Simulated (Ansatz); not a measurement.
CaSe (rock salt)

Space group Fm-3m (No. 225); a = b = c = 5.935 Å, α = β = γ = 90.00°

| atom | site | symmetry | x | y | z |
|---|---|---|---|---|---|
| Ca | 4a | m-3m | 0.0000 | 0.0000 | 0.0000 |
| Se | 4b | m-3m | 0.5000 | 0.5000 | 0.5000 |
(The calculation used a cell of 2 atoms; values per cell refer to that cell.)

The volume is varied about the relaxed value V₀ at fixed cell shape. Symmetry pins the atoms to their sites.

Calculation: r2SCAN (plane waves to 500 eV, PAW, scalar-relativistic; Ansatz, a program for electronic structure). k mesh 10×10×10 (Γ-centred), Fermi-Dirac smearing 0.05 eV. E stands for the smeared free energy. CaSe was relaxed with its symmetry unable to fall. ΔE is measured from the relaxed starting cell.

Question: Predict the ΔE (meV/atom) at V/V₀ = 0.900, 0.940, 0.980, 1.020, 1.080.

Answer: 
| V/V₀ | ΔE (meV/atom) |
|---|---|
| 0.900 | 50.6 |
| 0.940 | 16.9 |
| 0.980 | 1.7 |
| 1.020 | 1.6 |
| 1.080 | 23.8 |

(A scan under strain: stresses follow from slopes of the energy per volume, elastic moduli from its curvatures.)
